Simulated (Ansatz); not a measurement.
VN in space group Pm-3m (No. 221; V on 3c, N on 3d) at seven volumes, the program Ansatz at the PBEsol level (PAW), scaled uniformly. One row is withheld.

| V (Å³/atom) | P (GPa) |
|---|---|
| 9.009 | 33.12 |
| 9.306 | 20.27 |
| 9.603 | 9.35 |
| 9.900 | 0.00 |
| 10.197 | ? |
| 10.494 | -14.76 |
| 10.791 | -20.55 |

**Question.** Fit the shown pressures and predict the withheld one.

**Answer.** Third-order Birch–Murnaghan: P = (3/2)B₀(x^(7/2) − x^(5/2))[1 + (3/4)(B′ − 4)(x − 1)] with x = (V₀/V)^(2/3). Least squares on the six rows gives V₀ = 9.900 Å³/atom, B₀ = 286.8 GPa, B′ = 4.28. At V = 10.197, x = 0.9805 and P = -7.96 GPa. The run itself gave -7.98 GPa.

The start of the workflow was typed in or built on a structure type; neither database checked (COD, Materials Project) lists it. It is not the phase usual at ambient conditions (space group No. 225). Symmetry was held in the PBEsol relaxation; whether a distortion lowers the energy is not shown. The final state is ferromagnetic, the only order run, not a proven ground state. No Hubbard U is applied.

Potentials: the earlier of the program's two PAW sets. The files were generated under PBE; for other functionals the program regenerates the frozen cores, and for LDA and PBEsol the local potential too.
